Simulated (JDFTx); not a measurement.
ZrB2(0001) slab cut from bulk ZrB2 (space group P6/mmm, indices of the conventional cell, lattice of the Materials Project entry mp-1472, not re-optimised): 4 atoms in 3 planes, a 1x1 cell of 8.69 Å² (|a| = 3.168, |b| = 3.168 Å), 3.6 Å between the outermost planes, Zr outermost, slab composition Zr2B2, cell height 19.6 Å, 8×8×1 k mesh, Fermi smearing 0.01 Ha, no spin polarisation. Whether this polymorph is the ambient one wasn't checked. Neither spin polarisation nor a larger cell was tried.

All numbers are PBE, GBRV ultrasoft potentials, plane waves to 20/100 Ha results from JDFTx (a modified build), not measurements. Vacuum. The outer atoms relax from bulk positions, keeping the cell's symmetry; the lattice is not PBE's own optimum in this code, and that strain can shift the moves by a few hundredths of an ångström. Input:

```
lattice \
  5.9857454643 -2.9928727416 0.0000000000 \
  0.0000000000 5.1838076423 0.0000000000 \
  0.0000000000 0.0000000000 37.0386320427
coords-type Lattice
ion B 0.6666666670 0.3333333330 0.0000000000 0
ion B 0.3333333330 0.6666666670 0.0000000000 0
ion Zr 0.0000000000 0.0000000000 -0.0906221940 1
ion Zr 0.0000000000 0.0000000000 0.0906221940 1
ion-species pseudo/b_pbe_v1.4.upf
ion-species pseudo/zr_pbe_v1.upf
elec-cutoff 20 100
elec-ex-corr gga-PBE
coulomb-interaction Slab 001
coulomb-truncation-embed 0 0 0
kpoint-folding 8 8 1
elec-smearing Fermi 0.01
lcao-params 10
elec-n-bands 25
electronic-scf nIterations 100 energyDiffThreshold 1e-07
ionic-minimize nIterations 10 energyDiffThreshold 1e-5 knormThreshold 4e-4
dump-name vac.$VAR
dump End State Ecomponents EigStats BandEigs Forces ElecDensity IonicPositions Fillings Kpoints Dtot
```

Problem. How far do the free atoms of the upper face move along the normal, and how much energy is released?

Solution. Zr (atom 4) -0.08 Å (positive: outward). The free energy falls by 0.081 eV per cell, 74 mJ/m².
